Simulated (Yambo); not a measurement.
Quantum ESPRESSO input (PBEsol, PseudoDojo standard norm-conserving files, scalar-relativistic) whose wavefunctions are converted with p2y:

```
&CONTROL
  calculation = 'nscf'
  pseudo_dir = './pseudo'
  outdir = './out'
/
&SYSTEM
  ibrav = 0
  nat = 2
  ntyp = 2
  ecutwfc = 84.0
  ecutrho = 336.0
  occupations = 'fixed'
  force_symmorphic = .true.
  nbnd = 79
/
&ELECTRONS
  conv_thr = 2e-09
  diago_full_acc = .true.
  diago_thr_init = 1e-08
/
ATOMIC_SPECIES
N 14.0070 N.upf
Al 26.9815 Al.upf
CELL_PARAMETERS angstrom
  0.000000000000   2.188367272000   2.188367272000
  2.188367272000   0.000000000000   2.188367272000
  2.188367272000   2.188367272000   0.000000000000
ATOMIC_POSITIONS crystal
N   0.250000000000   0.250000000000   0.250000000000
Al   0.000000000000   0.000000000000   0.000000000000
K_POINTS automatic
4 4 4 0 0 0
```

Yambo's initialisation report on symmetry, reciprocal space, the k grid and the gaps on this mesh:

```
  [02.02] Symmetries
  ==================

  Inversion symmetry    : yes
  Spatial inversion     : no
  Inversion index       :  25
  K-space Time-reversal : yes
  Magnetic symmetries   : no
  Time-reversal derived K-space symmetries:   25   48
  Group table correct   : yes
  Symmetries units      :  [cc]

  [02.03] Reciprocal space
  ========================

  nG shells         :  196
  nG charge         :  14649
  nG WFs            :  2347
  nC WFs            :  1856
  G-vecs. in first 19 shells:  [ Number ]
     1    9   15   27   51   59   65   89  113
    137   169   181   229   259   283   307   331   339
    387
  ...
  Shell energy in first 19 shells:  [ mHa ]
    0.00000      865.671      1154.23      2308.46      3174.13      3462.68      4616.91      5482.58      5771.14
    6925.37      7791.04      9233.82      10099.5      10388.1      11542.3      12408.0      12696.5      13850.7
    14716.4
  ...

  [02.04] K-grid lattice
  ======================

  Compatible Grid is   : 3D
  Base K vectors       :  K_min[ 1 ]  K_min[ 2 ]  K_min[ 3 ]
  K_min[ 1 ] :  0.000000  0.000000  0.250000 [rlu]
  K_min[ 2 ] :  0.250000  0.000000  0.000000 [rlu]
  K_min[ 3 ] :  0.000000 -0.250000  0.000000 [rlu]
  Grid dimensions      :   4   4   4
  K lattice UC volume  :  0.027401 [a.u.]

  IBZ K-points                                      :   8
  BZ  K-points                                      :   64

  K/Q-points units:
  rlu = crystal or reduced units; cc = cartesian coordinates; iku = interal k-units

  K [1]          [rlu]:  0.000000  0.000000  0.000000
         WF components:  1837
  K [2]          [rlu]:  0.000000  0.000000  0.250000
         WF components:  1847
  K [3]          [rlu]:  0.000000  0.000000 -0.500000
         WF components:  1850
  K [4]          [rlu]:  0.000000  0.250000  0.250000
         WF components:  1828
  K [5]          [rlu]:  0.000000  0.250000 -0.500000
         WF components:  1829
  K [6]          [rlu]:  0.000000  0.250000 -0.250000
         WF components:  1845
  K [7]          [rlu]:  0.000000 -0.500000 -0.500000
         WF components:  1804
  K [8]          [rlu]:  0.250000 -0.500000 -0.250000
         WF components:  1856

  [02.05] Energies & Occupations
  ==============================

  [X] === General ===
  [X] Electronic Temperature                        :  0.000000  0.000000 [eV K]
  [X] Bosonic    Temperature                        :  0.000000  0.000000 [eV K]
  [X] Finite Temperature mode                       : no
  [X] El. density                                   :  0.38168E+24 [cm-3]
  [X] Fermi Level                                   :  6.800702 [eV]

  [X] === Gaps and Widths ===
  [X] Conduction Band Min                           :  3.185395 [eV]
  [X] Valence Band Max                              :  0.000000 [eV]
  [X] Filled Bands                                  :   4
  [X] Empty Bands                                   :    5   79
  [X] Direct Gap                                    :  4.065877 [eV]
  [X] Direct Gap localized at k                     :  1
  [X] Indirect Gap                                  :  3.185395 [eV]
  [X] Indirect Gap between kpts                     :   1   7
  [X] Last valence band width                       :  2.733480 [eV]
  [X] 1st conduction band width                     :  4.495039 [eV]
```
The gaps are PBEsol values on this mesh alone; only operations without fractional translations are kept.

Geometry relaxed with PBEsol.
